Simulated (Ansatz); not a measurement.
Total density of states per atom from DFT-PBE in the program Ansatz with PAW potentials, in 0.25 eV bins, energy from the Fermi level:

```
E (eV) | states/eV/atom
    -7.85 |  0.00
    -7.60 |  0.00
    -7.35 |  0.00
    -7.10 |  0.00
    -6.85 | # 0.02
    -6.60 | ################ 0.50
    -6.35 | ######################### 0.79
    -6.10 | ################### 0.59
    -5.85 | ############################ 0.88
    -5.60 | ############################## 0.93
    -5.35 | ############################# 0.89
    -5.10 | ########################### 0.83
    -4.85 | #################### 0.61
    -4.60 | ###################### 0.68
    -4.35 | ####################### 0.70
    -4.10 | ####################### 0.71
    -3.85 | ###################### 0.67
    -3.60 | ################### 0.59
    -3.35 | ###################### 0.67
    -3.10 | ########################## 0.79
    -2.85 | ########################## 0.79
    -2.60 | ###################### 0.68
    -2.35 | ######################## 0.74
    -2.10 | ########### 0.34
    -1.85 | #################### 0.60
    -1.60 | ########################### 0.83
    -1.35 | ################## 0.55
    -1.10 | ############## 0.44
    -0.85 | ################### 0.58
    -0.60 | ######################## 0.73
    -0.35 | ###################### 0.69
    -0.10 | ############################## 0.93
     0.15 | ################## 0.54
     0.40 | ###################### 0.69
     0.65 | ####################### 0.72
     0.90 | #################### 0.61
     1.15 | ############### 0.45
     1.40 | ################## 0.56
     1.65 | ################## 0.57
     1.90 | ################## 0.55
     2.15 | ########### 0.33
     2.40 | ##### 0.14
     2.65 | #### 0.11
     2.90 | ######### 0.27
     3.15 | ############## 0.43
     3.40 | ##################### 0.64
     3.65 | #################### 0.61
     3.90 | ############### 0.48
     4.15 | ################# 0.52
     4.40 | #################### 0.62
     4.65 | ################### 0.60
     4.90 | ################## 0.54
```

Which of these materials gives this?
A. SiN2, Pa-3 (Si on 4a, N on 8c)
B. WS2, Pa-3 (W on 4a, S on 8c)
C. MgS, rock salt
D. W, R-3m (Pearson symbol hR13)

B, WS2, Pa-3 (W on 4a, S on 8c). Within 0.5 eV of the Fermi level: W 5d 76 %, S 3p 18 %. Projections are on Löwdin-orthogonalised atomic valence shells; empty p or d shells of many metals are not among them.

The start of the workflow was typed in or built on a structure type; neither database checked (COD, Materials Project) lists it. It is not the phase usual at ambient conditions (space group No. 194). The PBE relaxation kept the symmetry of its start; whether a distortion lowers the energy is not shown. Spin order of the final state: ferromagnetic, chosen from 2 collinear starts compared on coarse meshes (ties went to the first, and starts can fall back to one state), not a proven ground state. No Hubbard U is applied. Spin–orbit coupling is left out wherever it is not named.

Potentials: the earlier of the program's two PAW sets.
